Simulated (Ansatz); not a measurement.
TaTe:
Space group Pm-3m (No. 221); a = 3.377 Å, b = 3.377 Å, c = 3.377 Å, α = 90.00°, β = 90.00°, γ = 90.00°

```csv
atom,site,symmetry,x,y,z
Ta,1a,m-3m,0.0000,0.0000,0.0000
Te,1b,m-3m,0.5000,0.5000,0.5000
```

Relaxed with PBEsol.

### Question
Decompose the optical modes at the zone centre into irreducible representations, and say which are infrared and Raman allowed.

### Answer
Point group m-3m: Γ_opt = T1u. Infrared: T1u. Raman: none.

### Question
Assign frequencies (DFPT, DFT-PBEsol in the program Ansatz with PAW potentials).

### Answer
T1u 133 cm⁻¹.

The start of the workflow was typed in or built on a structure type; neither database checked (COD, Materials Project) lists it. Its standing as an ambient phase is unchecked. Symmetry was held in the PBEsol relaxation; whether a distortion lowers the energy is not shown. No spin polarisation was allowed. With an odd number of electrons in the cell and no spin polarisation, the count alone makes it a metal. As this level gives no gap, phonon frequencies hold no LO–TO term and depend on the k-mesh and smearing (Fermi–Dirac, 0.1 eV here). Spin–orbit coupling is left out wherever it is not named.

Potentials: the later of the program's two PAW sets.
